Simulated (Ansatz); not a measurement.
In the program Ansatz at the r²SCAN level (PAW), Si in the cubic phase (P-43m; Si on 4e, Si on 3c) relaxes to a = 5.295 Å. Si on 4e has 3 nearest neighbours from 2.33 Å (trigonal pyramidal); Si on 3c has 4 nearest neighbours from 2.33 Å (tetrahedral).

Electronic character: metallic (no gap).

The start of the workflow was typed in or built on a structure type; neither database checked (COD, Materials Project) lists it. It is not the phase usual at ambient conditions (space group No. 227). The cell was relaxed with r²SCAN under the symmetry of its start; its stability against distortions is not shown here.

Potentials: the later of the program's two PAW sets.
